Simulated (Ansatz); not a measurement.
**GaP (F-43m), bands, slopes and optics on a fine k mesh: input and output**

Level of theory: LDA, all-electron LAPW in Ansatz 0.2.0, scalar-relativistic.

Command:

```sh
ansatz run input.yaml --threads 1 --pin off --max-ram 3072MiB --backend cpu --events-out ev --progress --plain --runs-dir out
```

Input file:

```yaml
crystal:
  lattice:
    - [0.0, 2.72525, 2.72525]
    - [2.72525, 0.0, 2.72525]
    - [2.72525, 2.72525, 0.0]
  atoms:
    - { symbol: Ga, position: [0.0, 0.0, 0.0] }
    - { symbol: P, position: [0.75, 0.75, 0.75] }
kpoints:
  mp_grid: { grid: [8, 8, 8] }
scf:
  occupations: { method: fixed }
hamiltonian:
  xc: lda
  pseudopotentials: { kind: all_electron, lapw: { basis_error: 0.001 } }
output:
  forces: true
  stress: true
  eigenvalues: true
  eigenstates:
    nscf_kmesh: { grid: [16, 16, 16] }
    de_dk: true
    e_range: [-9, 11.49246]
  optics:
    e_range: [0, 30]
    de: 0.2
    sigma: 0.15
    bands: { spectra_wanted_up_to: 30 }
    nscf_kmesh: { grid: [16, 16, 16] }
checkpoint:
  write: ck
  write_wavefunctions: false
```

Output (shortened where marked):

```
Warning: RAYON_NUM_THREADS=1 ignored (pool sized by the plan → 1); use --threads N
LAPW: plane waves up to 8.552 Å⁻¹, error target 1.0e-3 eV per atom; small_component_spin mean_spin; P in spheres of 1.061 Å, 13 of its electrons in bands, Dirac shells []; Ga in spheres of 1.300 Å, 21 of its electrons in bands, ...
Engine: ansatz 0.2.0, aarch64-unknown-linux-gnu
Pseudopotentials: kind: all_electron
Pseudopotential: Ga, LAPW, valence charge 21, lapw/all_electron/scalar/gaussian/Ga, Koelling and Harmon's equation, gaussian nucleus
Pseudopotential: P, LAPW, valence charge 13, lapw/all_electron/scalar/gaussian/P, Koelling and Harmon's equation, gaussian nucleus
Functional definition: SPW92
  exchange = slater_x
  correlation = pw_c
davidson cushion auto → on  (no smearing: the cushion is to keep the highest requested band from converging to the state above it; pin scf.eigensolver.cushion to override)
Crystal: 2 atoms, lattice volume = 40.481 Å³
Basis set: ecut = 278.6707610071934 eV, 411 PW (Γ), exchange–correlation at level 2
Bands: 21, of which v1, the nominal top of the filled ones, is band 17 counted from 1 (16 counted from 0)
Symmetry: 24 space group operations
Space group: F-43m (ITA 216), of the structure as read, at distance tolerance 3.4e-5 Å
k-points: 29 of 512 (time reversal used)
Non-local potential: Ga, projectors of the file, none
Non-local potential: P, projectors of the file, none
Initial density: superposition of atomic densities (chi_scale 0.1, normalization cell, long waves kept (reshape's long-wave potential 0.00 eV rms))
Initial wavefunctions: plane waves of lowest kinetic energy (no species holds an atomic orbital)
Functional: x = slater, c = lda
iter 1 solved again at ethr=2.29e-3 eV; its pass at ethr=1.00e-1 eV (dr2=7.78e-1 eV) is discarded
SCF iter   1: F=—  HF=-62104.375956 eV  |F-HF|=—  |Δ(HF+E_count)|=         —  Δρ=3.80e-2  dr2=7.79e-1  ethr=2.29e-3  ⟨swp⟩=2.0  Hψ=4159  notcnv=0
[... 1 lines left out ...]
iter 2 solved again at ethr=2.26e-4 eV; its pass at ethr=2.29e-3 eV (dr2=7.68e-2 eV) is discarded
SCF iter   2: F=—  HF=-62104.108859 eV  |F-HF|=—  |Δ(HF+E_count)|=   2.67e-1  Δρ=1.49e-2  dr2=7.68e-2  ethr=2.26e-4  ⟨swp⟩=2.0  Hψ=3277  notcnv=0
SCF iter   3: F=—  HF=-62104.074750 eV  |F-HF|=—  |Δ(HF+E_count)|=   3.41e-2  Δρ=6.64e-3  dr2=1.37e-2  ethr=2.26e-4  ⟨swp⟩=2.1  Hψ=1786  notcnv=0
SCF iter   4: F=—  HF=-62104.068148 eV  |F-HF|=—  |Δ(HF+E_count)|=         —  Δρ=2.56e-3  dr2=2.72e-3  ethr=4.03e-5  ⟨swp⟩=2.0  Hψ=1783  notcnv=0
the basis was enlarged: its passes take 71.0 KiB over the memory plan, 1 of 1 planned eigensolver slots
SCF iter   5: F=—  HF=-62104.066807 eV  |F-HF|=—  |Δ(HF+E_count)|=   1.34e-3  Δρ=4.59e-4  dr2=6.63e-5  ethr=8.00e-6  ⟨swp⟩=2.7  Hψ=1803  notcnv=0
SCF iter   6: F=—  HF=-62104.066784 eV  |F-HF|=—  |Δ(HF+E_count)|=   2.30e-5  Δρ=4.97e-5  dr2=6.83e-7  ethr=1.95e-7  ⟨swp⟩=3.0  Hψ=1828  notcnv=0
SCF iter   7: F=—  HF=-62104.066784 eV  |F-HF|=—  |Δ(HF+E_count)|=   2.82e-8  Δρ=2.97e-6  dr2=2.68e-9  ethr=2.01e-9  ⟨swp⟩=2.9  Hψ=1872  notcnv=0
SCF iter   8: F=—  HF=-62104.066784 eV  |F-HF|=—  |Δ(HF+E_count)|=  6.04e-10  Δρ=2.39e-7  dr2=1.75e-11  ethr=7.88e-12  ⟨swp⟩=3.1  Hψ=1967  notcnv=0
SCF iter   9: F=-62104.066784 eV  HF=-62104.066784 eV  |F-HF|=4.37e-11  |Δ(HF+E_count)|=  1.46e-11  Δρ=1.55e-8  dr2=1.32e-13  ethr=2.18e-12 (applied; sched 1.00e-12)  ⟨swp⟩=2.0  Hψ=1783  notcnv=0
SCF 1 converged in 9 iterations: F = -62104.066784 eV  dr2 = 1.32e-13
NSCF: frozen V_eff on 145 k-points
NSCF: frozen V_eff on 145 k-points
SCF converged after 9 iterations
Free energy (F): -62104.066784 eV
Harris-Foulkes:  -62104.066784 eV  (|F-HF|=4.37e-11)
Internal energy: -62104.066784 eV  (E = F + TS)
E sigma→0 (E₀):  -62104.066784 eV
Fermi energy:    8.292349 eV
--- Per-component energies (eV) ---
  E_band       = -1795.697940
  E_kinetic    = 63144.817999
  E_xc         = -2583.480153
  E_electrostatic = -122665.404630  (all electrons and nuclei)
  E_smearing   = -0.000000  (= −TS)
  E_closure    = 0.000000  (closes the sum)
  Σ components = -62104.066784   (vs F -62104.066784, Δ=0.00e0)
  Basis errors (estimates in eV, not in F): energy 4.5e-4 per atom: plane waves 4.1e-4 (2.4e-4 summed), levels above the bands 0.0e0, relativity 3.5e-9, radial functions 3.8e-5, core shells 1.5e-10; eigenvalues (radial functions ...
--- Forces (eV/Å), atoms counted from 1 ---
  atom   1  Ga     0.00000000    -0.00000000    -0.00000000
  atom   2  P     -0.00000000     0.00000000     0.00000000
  max |Σ_I F_I| component: 1.50e-17 eV/Å
--- Stress (GPa, compression-positive) ---
       -2.728027       0.000000      -0.000000
        0.000000      -2.728027       0.000000
       -0.000000       0.000000      -2.728027
  P = ⅓ Tr σ = -2.7280 GPa (-27.280 kbar)
--- Fermi surface from the table of eigenstates not read: on its mesh, or on one of the eight of every second point, the electrons fill whole bands (an insulator's do; a metal wants a denser output.eigenstates.nscf_kmesh) ---
```

The run converged.

### Optical peaks

Independent-particle optical response of a crystal from Kohn-Sham bands on the fine mesh, no local fields or excitons; Cartesian axes as in the input; highest local maxima between 0.6 eV and the top less 1.5 eV.

| Quantity | Value |
| --- | --- |
| Fine mesh | 16, 16, 16 |
| Window top | 30 eV |
| Line width | 0.15 eV |
| Further gaussian width | 0.3 eV |
| Highest loss peak energy x | 15.92 eV |
| Highest loss peak height x | 5.212 |
| Highest eps2 peak energy x | 4.372 eV |
| Highest eps2 peak height x | 26.62 |
| Dielectric electronic (x, y, z) | 11.63, 11.63, 11.63 |

Optical constants:

Normal incidence from vacuum, light polarised along x.

```
Fine mesh              : 16, 16, 16
Line width             : 0.15 eV
Further gaussian width : 0.3 eV
```

```
photon energy (eV)  refractive index  extinction  reflectivity  loss function  absorption (×10⁵ cm⁻¹)
               0.6             3.464           0        0.3046              0                       0
               1.2             3.617       0.014        0.3213         0.0006                   0.017
               1.8             3.933        0.11        0.3538         0.0036                   0.201
               2.4             4.406       0.596        0.4042         0.0134                    1.45
                 3             4.328       1.338        0.4263         0.0275                   4.067
               3.6              4.32       1.748        0.4489          0.032                   6.377
               4.2             4.291       2.963        0.5332         0.0344                   12.61
               4.8             2.706       3.727        0.6082         0.0448                   18.13
               5.4             1.945       2.917        0.5472         0.0751                   15.96
                 6              1.65       3.112        0.6049         0.0667                   18.92
               6.6             0.988       2.681        0.6452         0.0795                   17.93
               7.2             0.888       2.363        0.6117         0.1034                   17.25
               7.8             0.631       2.086        0.6401         0.1167                   16.49
               8.4             0.684       1.828        0.5573         0.1722                   15.56
                 9             0.576        1.77        0.5897         0.1698                   16.15
               9.6              0.48       1.577        0.5894          0.205                   15.35
              10.2             0.431       1.491        0.5962         0.2217                   15.41
              10.8             0.343       1.337        0.6182         0.2525                   14.64
              11.4             0.307       1.205        0.6116         0.3095                   13.92
                12             0.272       1.082        0.6095         0.3803                   13.16
              12.6             0.253       0.968        0.5969         0.4879                   12.37
              13.2             0.227       0.856        0.5946          0.631                   11.46
              13.8             0.221       0.746        0.5687         0.8985                   10.44
              14.4             0.214       0.636        0.5439          1.345                   9.278
                15             0.217       0.518        0.5044          2.257                   7.877
              15.6             0.248       0.379        0.4163          4.469                    5.99
              16.2             0.347       0.283        0.2676          4.891                   4.646
              16.8             0.437       0.236        0.1755          3.385                   4.017
              17.4             0.477       0.246        0.1488          2.825                   4.337
                18             0.509       0.179        0.1182          2.148                   3.265
              18.6             0.581       0.175        0.0815          1.502                   3.307
              19.2             0.594       0.187        0.0775          1.476                   3.634
              19.8             0.616       0.158        0.0656          1.193                   3.172
              20.4             0.622        0.16        0.0634          1.168                   3.301
                21             0.632       0.117        0.0558         0.8654                   2.481
              21.6             0.671       0.094        0.0418         0.5962                   2.048
              22.2             0.704       0.084        0.0327         0.4704                   1.896
              22.8             0.718       0.082        0.0292         0.4321                   1.896
              23.4             0.744       0.071        0.0231         0.3405                   1.695
                24             0.766       0.071         0.019         0.3085                   1.719
              24.6             0.775       0.072        0.0177          0.305                   1.802
              25.2             0.791       0.066         0.015         0.2631                   1.684
              25.8             0.806        0.06        0.0127         0.2272                   1.571
              26.4             0.824       0.071        0.0108          0.251                    1.91
                27              0.82       0.069        0.0112         0.2453                   1.877
              27.6             0.834       0.072        0.0097          0.244                    2.01
              28.2             0.832       0.068        0.0098         0.2346                   1.955
              28.8             0.835       0.062        0.0093         0.2124                   1.824
              29.4             0.842       0.054        0.0082         0.1787                   1.601
                30             0.852       0.048        0.0071         0.1559                   1.474
```

### Dielectric function

```json
{
  "Fine mesh": "16, 16, 16",
  "Line width": "0.15 eV",
  "Further gaussian width": "0.3 eV"
}
```

```
photon energy (eV)  dielectric real xx  dielectric imag xx
               0.6                  12               0.001
               1.2               13.08               0.104
               1.8               15.46               0.869
               2.4               19.06               5.253
                 3               16.95               11.58
               3.6                15.6                15.1
               4.2               9.637               25.43
               4.8              -6.568               20.17
               5.4              -4.727               11.35
                 6              -6.959               10.27
               6.6               -6.21               5.296
               7.2              -4.795               4.198
               7.8              -3.955               2.633
               8.4              -2.875                 2.5
                 9              -2.802               2.041
               9.6              -2.257               1.515
              10.2              -2.036               1.285
              10.8              -1.671               0.917
              11.4              -1.357               0.739
                12              -1.097               0.589
              12.6              -0.874               0.489
              13.2              -0.682               0.388
              13.8              -0.508               0.329
              14.4              -0.358               0.272
                15              -0.222               0.225
              15.6              -0.082               0.188
              16.2                0.04               0.196
              16.8               0.136               0.206
              17.4               0.167               0.235
                18               0.227               0.182
              18.6               0.307               0.204
              19.2               0.318               0.222
              19.8               0.354               0.195
              20.4               0.361               0.199
                21               0.385               0.147
              21.6               0.441               0.126
              22.2               0.488               0.119
              22.8               0.509               0.118
              23.4               0.549               0.106
                24               0.583               0.108
              24.6               0.596               0.112
              25.2               0.621               0.104
              25.8               0.646               0.097
              26.4               0.675               0.118
                27               0.668               0.113
              27.6               0.691                0.12
              28.2               0.687               0.114
              28.8               0.693               0.104
              29.4               0.706                0.09
                30               0.723               0.083
```

Known limits: no spin-orbit coupling on heavy atoms; semilocal gaps are low, and what follows the gap (onsets, screening, light masses) shifts with it; filled d bands lie too high at this level, so their transitions start too early; spectra summed at the mesh points alone.

It took 110 s on 1 thread of Arm Neoverse V2, with other jobs on the host, peak memory 0.42 GiB.
